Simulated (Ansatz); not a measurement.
Ga2O3:
```cif
data_Ga8O12
_chemical_formula_sum 'Ga8 O12'
_space_group_name_H-M_alt 'C2/m'
_space_group_IT_number 12
_space_group_name_Hall '-C 2y'
_cell_length_a 12.45538
_cell_length_b 3.08328
_cell_length_c 5.87728
_cell_angle_alpha 90.000
_cell_angle_beta 103.697
_cell_angle_gamma 90.000
loop_
_space_group_symop_operation_xyz
  'x, y, z'
  '-x, -y, -z'
  '-x, y, -z'
  'x, -y, z'
  'x+1/2, y+1/2, z'
  '-x+1/2, -y+1/2, -z'
  '-x+1/2, y+1/2, -z'
  'x+1/2, -y+1/2, z'
loop_
_atom_site_label
_atom_site_type_symbol
_atom_site_symmetry_multiplicity
_atom_site_Wyckoff_symbol
_atom_site_fract_x
_atom_site_fract_y
_atom_site_fract_z
_atom_site_occupancy
Ga1 Ga 4 i 0.15850 0.50000 0.31419 1
Ga2 Ga 4 i 0.08990 0.00000 0.79474 1
O1 O 4 i 0.49601 0.00000 0.25669 1
O2 O 4 i 0.17370 0.00000 0.56435 1
O3 O 4 i 0.16350 0.00000 0.10916 1
```
(The calculation used a cell of 10 atoms; values per cell refer to that cell.)

Relaxed with PBE.

**Question.** Which orbitals make up the states near the band edges in plane-wave PAW PBE (Ansatz code)?

**Answer.** Top 1 eV of the valence band: O 2p 97 %. Bottom 1 eV of the conduction band: Ga 4s 49 %, O 2s 28 %, O 2p 15 %, Ga 4p 8 %. Projections are on Löwdin-orthogonalised atomic valence shells; empty p or d shells of many metals are not among them.

**Question.** Tabulate the density of states.

**Answer.** States/eV per cell of 10 atoms, in 0.25 eV bins, energy from the valence-band maximum.

```
E (eV)  total   O 2p  Ga 4s  Ga 4p
------  -----  -----  -----  -----
-7.85    0.00   0.00   0.00   0.00
-7.60    0.00   0.00   0.00   0.00
-7.35    0.00   0.00   0.00   0.00
-7.10    0.00   0.00   0.00   0.00
-6.85    0.31   0.19   0.10   0.01
-6.60    2.00   1.22   0.64   0.08
-6.35    3.22   1.99   0.98   0.15
-6.10    4.24   2.65   1.25   0.20
-5.85    4.71   2.96   1.25   0.26
-5.60    4.55   2.88   1.15   0.24
-5.35    2.80   1.79   0.65   0.17
-5.10    2.44   1.57   0.51   0.17
-4.85    2.90   1.92   0.45   0.32
-4.60    3.08   2.15   0.24   0.55
-4.35    3.17   2.25   0.20   0.57
-4.10    3.50   2.54   0.19   0.61
-3.85    4.58   3.40   0.19   0.79
-3.60    4.75   3.59   0.16   0.80
-3.35    6.52   5.02   0.19   1.04
-3.10    5.84   4.60   0.16   0.85
-2.85    5.58   4.48   0.13   0.76
-2.60    6.77   5.56   0.11   0.89
-2.35    5.74   4.78   0.09   0.67
-2.10    8.23   6.99   0.08   0.87
-1.85    6.59   5.74   0.05   0.58
-1.60    3.85   3.42   0.02   0.26
-1.35    8.78   8.08   0.04   0.36
-1.10    8.59   8.03   0.03   0.24
-0.85   10.02   9.58   0.02   0.13
-0.60   11.31  10.92   0.02   0.11
-0.35    4.61   4.47   0.01   0.04
-0.10    5.32   5.21   0.00   0.03
0.15     0.00   0.00   0.00   0.00
0.40     0.00   0.00   0.00   0.00
0.65     0.00   0.00   0.00   0.00
0.90     0.00   0.00   0.00   0.00
1.15     0.00   0.00   0.00   0.00
1.40     0.00   0.00   0.00   0.00
1.65     0.00   0.00   0.00   0.00
1.90     0.00   0.00   0.00   0.00
2.15     0.01   0.00   0.01   0.00
2.40     0.06   0.01   0.03   0.00
2.65     0.10   0.01   0.05   0.01
2.90     0.14   0.02   0.06   0.01
3.15     0.19   0.04   0.08   0.02
3.40     0.25   0.05   0.10   0.03
3.65     0.31   0.07   0.12   0.04
3.90     0.40   0.10   0.15   0.06
4.15     0.51   0.13   0.19   0.07
4.40     0.60   0.16   0.22   0.09
4.65     0.72   0.20   0.26   0.11
4.90     0.85   0.23   0.30   0.14
5.15     1.26   0.34   0.46   0.22
5.40     1.91   0.47   0.75   0.36
5.65     2.75   0.63   1.07   0.62
5.90     3.19   0.73   1.22   0.75
6.15     3.69   0.84   1.51   0.78
6.40     3.56   0.85   1.51   0.70
6.65     3.02   0.74   1.28   0.60
6.90     2.30   0.56   0.94   0.53
```

Symmetry was held in the PBE relaxation. Scalar-relativistic: spin–orbit coupling is off unless named, which matters more the heavier the elements.

Potentials: the earlier of the program's two PAW sets.
